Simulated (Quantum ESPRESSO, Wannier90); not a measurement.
Tight-binding from DFT: SnTe (rock salt)

Structure: Materials Project mp-1883, symmetrised, not relaxed again. COD (Crystallography Open Database) has an entry of this formula and space group (matched by these alone). Level: PBEsol, no spin polarisation, no spin-orbit coupling; pw.x of Quantum ESPRESSO at 66 Ry with PseudoDojo potentials, 8×8×8 k-points, Wannier90. Density: 8×8×8 mesh, cold smearing 0.01 Ry. Spin-orbit coupling is left out although heavy elements are present.

On the energy scale of pw.x, whose zero is arbitrary, the Fermi level lies at 9.31 eV.

Input w.win:

```
num_bands = 5
num_wann = 5
exclude_bands = 6-25
num_iter = 800
conv_tol = 1.0e-7
conv_window = 4
write_hr = true
write_u_matrices = true
auto_projections = true
begin unit_cell_cart
ang
    0.0000000000    3.1858150000    3.1858150000
    3.1858150000    0.0000000000    3.1858150000
    3.1858150000    3.1858150000    0.0000000000
end unit_cell_cart
begin atoms_frac
Sn   0.0000000000  0.0000000000  0.0000000000
Te   0.5000000000  0.5000000000  0.5000000000
end atoms_frac
mp_grid = 8 8 8
begin kpoints
0.0000000000 0.0000000000 0.0000000000
0.0000000000 0.0000000000 0.1250000000
0.0000000000 0.0000000000 0.2500000000
... (509 more lines: the 8x8x8 mesh through Gamma)
end kpoints
```

Input of pw2wannier90.x that gives the overlap and projection files (equivalent; here they were cut from one run over all bands):

```
&inputpp
  outdir = './out'
  prefix = 'pwscf'
  seedname = 'w'
  write_amn = .true.
  write_mmn = .true.
  atom_proj = .true.
  atom_proj_exclude = 1 2 3 4 5 6 7 8 9 15 16 17 18
/
```

Output w.wout (banner and timings cut):

```
                                    ------
                                    SYSTEM
                                    ------

                              Lattice Vectors (Ang)
                    a_1     0.000000   3.185815   3.185815
                    a_2     3.185815   0.000000   3.185815
                    a_3     3.185815   3.185815   0.000000

                   Unit Cell Volume:      64.66833  (Ang^3)

                        Reciprocal-Space Vectors (Ang^-1)
                    b_1    -0.986119   0.986119   0.986119
                    b_2     0.986119  -0.986119   0.986119
                    b_3     0.986119   0.986119  -0.986119

 *----------------------------------------------------------------------------*
 |   Site       Fractional Coordinate          Cartesian Coordinate (Ang)     |
 +----------------------------------------------------------------------------+
 | sn   1   0.00000   0.00000   0.00000   |    0.00000   0.00000   0.00000    |
 | te   1   0.50000   0.50000   0.50000   |    3.18581   3.18581   3.18581    |
 *----------------------------------------------------------------------------*
                                ------------
                                K-POINT GRID
                                ------------

             Grid size =  8 x  8 x  8      Total points =  512

 *---------------------------------- MAIN ------------------------------------*
 |  Number of Wannier Functions               :                 5             |
 |  Number of Objective Wannier Functions     :                 5             |
 |  Number of input Bloch states              :                 5             |
 |  Output verbosity (1=low, 5=high)          :                 1             |
 |  Timing Level (1=low, 5=high)              :                 1             |
 |  Optimisation (0=memory, 3=speed)          :                 3             |
 |  Length Unit                               :               Ang             |
 |  Post-processing setup (write *.nnkp)      :                 F             |
 |  Using Gamma-only branch of algorithms     :                 F             |
 *----------------------------------------------------------------------------*
 *------------------------------- WANNIERISE ---------------------------------*
 |  Total number of iterations                :               800             |
 |  Number of CG steps before reset           :                 5             |
 |  Trial step length for line search         :             2.000             |
 |  Convergence tolerence                     :         0.100E-06             |
 |  Convergence window                        :                 4             |
 |  Iterations between writing output         :                 1             |
 |  Iterations between backing up to disk     :               100             |
 |  Write r^2_nm to file                      :                 F             |
 |  Write xyz WF centres to file              :                 F             |
 |  Write on-site energies <0n|H|0n> to file  :                 F             |
 |  Use guiding centre to control phases      :                 F             |
 |  Use phases for initial projections        :                 F             |
 *----------------------------------------------------------------------------*
 *-------------------------------- PLOTTING ----------------------------------*
 |  Plotting Hamiltonian in WF basis          :                 T             |
 *----------------------------------------------------------------------------*

 *---------------------------------- K-MESH ----------------------------------*
 +----------------------------------------------------------------------------+
 |                    Distance to Nearest-Neighbour Shells                    |
 |                    ------------------------------------                    |
 |          Shell             Distance (Ang^-1)          Multiplicity         |
 |          -----             -----------------          ------------         |
 |             1                   0.213501                      8            |
 |             2                   0.246530                      6            |
 |             3                   0.348646                     12            |
 |             4                   0.408823                     24            |
 |             5                   0.427002                      8            |
 |             6                   0.493059                      6            |
 |             7                   0.537299                     24            |
 |             8                   0.551257                     24            |
       ... (lines left out)
 +----------------------------------------------------------------------------+
 | The b-vectors are chosen automatically                                     |
 | The following shells are used:                       1                     |
 +----------------------------------------------------------------------------+
 |                        Shell   # Nearest-Neighbours                        |
 |                        -----   --------------------                        |
 |                          1               8                                 |
 +----------------------------------------------------------------------------+
 | Completeness relation is fully satisfied [Eq. (B1), PRB 56, 12847 (1997)]  |
 +----------------------------------------------------------------------------+
 |                  b_k Vectors (Ang^-1) and Weights (Ang^2)                  |
 |                  ----------------------------------------                  |
 |            No.         b_k(x)      b_k(y)      b_k(z)        w_b           |
 |            ---        --------------------------------     --------        |
 |             1         0.123265    0.123265   -0.123265     8.226808        |
 |             2         0.123265   -0.123265    0.123265     8.226808        |
 |             3        -0.123265    0.123265    0.123265     8.226808        |
 |             4         0.123265    0.123265    0.123265     8.226808        |
 |             5        -0.123265   -0.123265    0.123265     8.226808        |
 |             6        -0.123265    0.123265   -0.123265     8.226808        |
 |             7         0.123265   -0.123265   -0.123265     8.226808        |
 |             8        -0.123265   -0.123265   -0.123265     8.226808        |
 +----------------------------------------------------------------------------+
 |                           b_k Directions (Ang^-1)                          |
 |                           -----------------------                          |
 |            No.           x           y           z                         |
 |            ---        --------------------------------                     |
 |             1         0.123265    0.123265   -0.123265                     |
 |             2         0.123265   -0.123265    0.123265                     |
 |             3        -0.123265    0.123265    0.123265                     |
 |             4         0.123265    0.123265    0.123265                     |
 +----------------------------------------------------------------------------+

 Starting a new Wannier90 calculation ...

 Reading overlaps from w.mmn

 Reading projections from w.amn

 *------------------------------- WANNIERISE ---------------------------------*
 +--------------------------------------------------------------------+<-- CONV
 | Iter  Delta Spread     RMS Gradient      Spread (Ang^2)            |<-- CONV
 +--------------------------------------------------------------------+<-- CONV

 ------------------------------------------------------------------------------
 Initial State
  WF centre and spread    1  (  3.185815,  3.185815,  3.185815 )     0.33806627
  WF centre and spread    2  (  3.185815,  3.185815,  3.185815 )     0.33736335
  WF centre and spread    3  (  3.185815,  3.185815,  3.185815 )     0.33736335
  WF centre and spread    4  (  3.185815,  3.185815,  3.185815 )     0.33806627
  WF centre and spread    5  (  3.185815,  3.185815,  3.185815 )     0.33736335
  Sum of centres and spreads ( 15.929075, 15.929075, 15.929075 )     1.68822260

      0     0.169E+01     0.0000000000        1.6882226038  <-- CONV
        O_D=      0.0000000 O_OD=      0.0004950 O_TOT=      1.6882226 <-- SPRD
 ------------------------------------------------------------------------------
      1    -0.955E-14     0.0000011155        1.6882226038  <-- CONV
        O_D=      0.0000000 O_OD=      0.0004950 O_TOT=      1.6882226 <-- SPRD
      2    -0.187E-13     0.0000011128        1.6882226038  <-- CONV
        O_D=      0.0000000 O_OD=      0.0004950 O_TOT=      1.6882226 <-- SPRD
      3    -0.278E-13     0.0000011075        1.6882226038  <-- CONV
        O_D=      0.0000000 O_OD=      0.0004950 O_TOT=      1.6882226 <-- SPRD
      4    -0.362E-13     0.0000010996        1.6882226038  <-- CONV
        O_D=      0.0000000 O_OD=      0.0004950 O_TOT=      1.6882226 <-- SPRD
             <<<     Delta < 1.000E-07  over  4 iterations     >>>
             <<< Wannierisation convergence criteria satisfied >>>
 Final State
  WF centre and spread    1  (  3.185815,  3.185815,  3.185815 )     0.33806627
  WF centre and spread    2  (  3.185815,  3.185815,  3.185815 )     0.33736335
  WF centre and spread    3  (  3.185815,  3.185815,  3.185815 )     0.33736335
  WF centre and spread    4  (  3.185815,  3.185815,  3.185815 )     0.33806627
  WF centre and spread    5  (  3.185815,  3.185815,  3.185815 )     0.33736335
  Sum of centres and spreads ( 15.929075, 15.929075, 15.929075 )     1.68822260

         Spreads (Ang^2)       Omega I      =     1.687727594
        ================       Omega D      =     0.000000000
                               Omega OD     =     0.000495010
    Final Spread (Ang^2)       Omega Total  =     1.688222604
```
